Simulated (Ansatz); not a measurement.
TiSi$_{2}$:
Space group Fddd, origin choice 1 (No. 70); a = 4.775 Å, b = 8.226 Å, c = 8.530 Å, α = 90.00°, β = 90.00°, γ = 90.00°

```json
[
 {"atom": "Si", "site": "16f", "symmetry": ".2.", "x": "0.0000", "y": "0.3379", "z": "0.0000"},
 {"atom": "Ti", "site": "8a", "symmetry": "222", "x": "0.0000", "y": "0.0000", "z": "0.0000"}
]
```
(The calculation used a cell of 6 atoms; values per cell refer to that cell.)

Relaxed with r²SCAN.

Task: Tabulate the valence density and the electron localisation function along the shortest Ti–Ti contact (3.19 Å), plane-wave PAW r²SCAN (Ansatz code).

Result: 

```tsv
distance from Ti (Å)	density (e/Å³)	ELF
0.32	8.50	0.33
0.48	5.82	0.62
0.64	2.92	0.64
0.80	1.09	0.43
0.96	0.42	0.17
1.12	0.25	0.10
1.28	0.20	0.16
1.44	0.18	0.27
1.60	0.18	0.32
1.76	0.18	0.27
1.92	0.20	0.16
2.08	0.25	0.10
2.24	0.42	0.17
2.40	1.09	0.43
2.56	2.92	0.64
2.71	5.82	0.62
2.87	8.50	0.33
```

The density is the valence pseudo-density with augmentation charge, so density and ELF within about 1 Å of a nucleus are not all-electron values.

The cell was relaxed with r²SCAN under the symmetry of its start. The run is not spin-polarised.

Potentials: the later of the program's two PAW sets.
